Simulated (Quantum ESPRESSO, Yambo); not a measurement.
**Quasiparticle gap of Cs$_{3}$CoF$_{6}$**

```cif
data_CoCs3F6
_chemical_formula_sum 'F6 Co1 Cs3'
_space_group_name_H-M_alt 'P 1'
_space_group_IT_number 1
_cell_length_a 6.54205
_cell_length_b 6.54205
_cell_length_c 6.54205
_cell_angle_alpha 60.000
_cell_angle_beta 60.000
_cell_angle_gamma 60.000
loop_
_space_group_symop_operation_xyz
  'x, y, z'
loop_
_atom_site_label
_atom_site_type_symbol
_atom_site_fract_x
_atom_site_fract_y
_atom_site_fract_z
_atom_site_occupancy
F1 F 0.80000 0.20000 0.20000 1
F2 F 0.20000 0.80000 0.80000 1
F3 F 0.20000 0.80000 0.20000 1
F4 F 0.80000 0.20000 0.80000 1
F5 F 0.20000 0.20000 0.80000 1
F6 F 0.80000 0.80000 0.20000 1
Co1 Co 0.00000 0.00000 0.00000 1
Cs1 Cs 0.25000 0.25000 0.25000 1
Cs2 Cs 0.75000 0.75000 0.75000 1
Cs3 Cs 0.50000 0.50000 0.50000 1
```

The geometry is that of Materials Project entry mp-1206497, symmetrised and not relaxed again.

Starting point: PBEsol (pw.x of Quantum ESPRESSO, ONCV potentials, without SOC). G0W0 in Yambo: 2×2×2 Γ-centred k mesh, bands 5 to 372 and a 8 Ry block in the screening, 372 bands in G with the Bruneval-Gonze terminator, plasmon pole fitted at 27.2 eV.

PBEsol gap along the band path: 1.31 eV
PBEsol gap between the mesh's edge points (X → Γ): 1.31 eV
G0W0 gap between the same points: 4.66 eV
PBEsol smallest direct gap on the mesh (at X): 1.33 eV
G0W0 direct gap at that point: 4.69 eV

```csv
k point,band,E PBEsol (eV),E QP (eV),shift (eV),Z
Γ,VB,-0.03,-1.17,-1.14,0.74
Γ,CB,1.31,3.52,2.21,0.76
L,VB,-0.01,-1.15,-1.14,0.74
L,CB,1.54,3.76,2.22,0.75
X,VB,0.00,-1.14,-1.14,0.74
X,CB,1.33,3.55,2.23,0.76
```

Energies count from the PBEsol valence-band maximum.

Nearest settings tried, and what they do to the gap: 239 bands in W, 239 bands in G: -10 meV; 7 Ry block (459 vectors against 537): +55 meV. Not varied: mesh. So the settings aren't converged at that level. The k mesh is coarse.

The 3d shell has no Hubbard U; the runs are without spin polarisation, and magnetic order was not tried.

The structure is a Materials Project entry; no match was found in the copy of COD used, and its stability was not checked.
